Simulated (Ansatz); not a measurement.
The relaxed structure here is a generated cell of Y: the first start was made by placing the elements on the sites of a structure type, and the end was not matched to a known phase here, so it may be hypothetical. Known forms of Y include space group No. 194.

A relaxed cell of Y (I4₁/amd (No. 141)), relaxed on a k-mesh at least as fine as the one used below. Method: PBEsol (plane waves to 420 eV, PAW, scalar-relativistic; Ansatz, a first-principles code). Γ-centred k-mesh 11×11×11 on the run's cell (coarser than for final values), Fermi–Dirac smearing 0.05 eV.

```xyz
4
Lattice="-6.0793 6.0793 3.3603 0.0000 0.0000 3.3603 0.0000 6.0793 0.0000" Properties=species:S:1:pos:R:3 pbc="T T T"
Y      0.0000     3.0397     0.8401
Y     -3.0397     6.0793     2.5202
Y      0.0000     0.0000     0.0000
Y     -3.0397     3.0397     5.0404
```

The atoms are displaced along an unstable phonon of this cell by (Å):

```csv
atom,ux,uy,uz
Y1,0.000,0.150,0.000
Y2,0.000,-0.150,0.000
Y3,0.000,0.150,0.000
Y4,0.000,-0.150,0.000
```

Q: What forces (eV/Å) and pressure result?

A: 
```json
[
 {"atom": "Y1", "Fx": "0.00", "Fy": "0.30", "Fz": "0.04"},
 {"atom": "Y2", "Fx": "0.00", "Fy": "-0.30", "Fz": "0.04"},
 {"atom": "Y3", "Fx": "0.00", "Fy": "0.30", "Fz": "-0.04"},
 {"atom": "Y4", "Fx": "0.00", "Fy": "-0.30", "Fz": "-0.04"}
]
```

Pressure 0.0 GPa.

The undisplaced cell is probably no minimum: from this displacement the run went on to P6₃/mmc (No. 194), 0.45 eV/atom below it.

No spin polarisation in the result.
